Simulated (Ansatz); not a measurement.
**CdInS2: frozen-core PAW against all-electron methods**

```xyz
4
Lattice="3.8695 0.0000 0.0000 -1.9347 3.3511 0.0000 0.0000 0.0000 6.8105" Properties=species:S:1:pos:R:3 pbc="T T T"
Cd    0.0000    0.0000    0.0000
In    0.0000    0.0000    3.4053
S     1.9347    1.1170    5.1423
S     0.0000    2.2341    1.6682
```

Atoms are numbered in the order listed.

The cell is the one relaxed in the Materials Project (mp-20519), not relaxed further here; entries there can be hypothetical.

No spin–orbit coupling, which matters for the heavy atoms here.

All numbers are computed: DFT, PBE, PAW with Ansatz's default frozen-core files, scalar-relativistic (Ansatz 0.2.0); DFT, PBE, all-electron PAW with datasets made for the crystal, scalar-relativistic (Ansatz 0.2.0); DFT, PBE, all-electron LAPW, scalar-relativistic (Ansatz 0.2.0).

For PAW: a Γ-centred 11×11×6 k mesh, Fermi–Dirac smearing of 0.08 eV, cutoff 420 eV, no spin polarisation. The crystal-made all-electron datasets (AE datasets) take a cutoff of 260 eV at this cell. LAPW targets a basis error of 1 meV/atom. The Ansatz runs share mesh, smearing and spin set-up. Plane-wave (PAW) pressures include the program's estimate of the Pulay term.

Stress and pressure are positive in compression.

Spin–orbit coupling is left out, which moves gradients at and beside heavy atoms by some per cent and at worst by a factor of two.

In a metal, gradients converge slowly with the k mesh: the values move by tens of per cent from one mesh to another, at times in sign, so only the comparison on one mesh counts.

Levels count from the Fermi level.

```
                             quantity     PAW  AE datasets    LAPW
                       pressure (GPa)   -0.02        -0.01   -0.01
                      stress xx (GPa)   -0.04        -0.04   -0.04
                      stress zz (GPa)    0.03         0.04    0.04
                force on S3, z (eV/Å)   0.078        0.078   0.078
       highest filled level at Γ (eV)  -1.530       -1.531  -1.531
         lowest empty level at Γ (eV)   1.869        1.870   1.870
       highest filled level at L (eV)  -0.755       -0.755  -0.755
         lowest empty level at L (eV)   0.354        0.354   0.354
       highest filled level at A (eV)  -1.693       -1.694  -1.694
         lowest empty level at A (eV)   0.596        0.597   0.597
field gradient Vzz at Cd1 (10²¹ V/m²)   -0.72        -0.71       –
field gradient Vzz at In2 (10²¹ V/m²)   -1.04        -1.07       –
 field gradient Vzz at S3 (10²¹ V/m²)    2.81         2.81       –
```

PAW's pressure differs from the LAPW value by about 0.01 GPa or less.
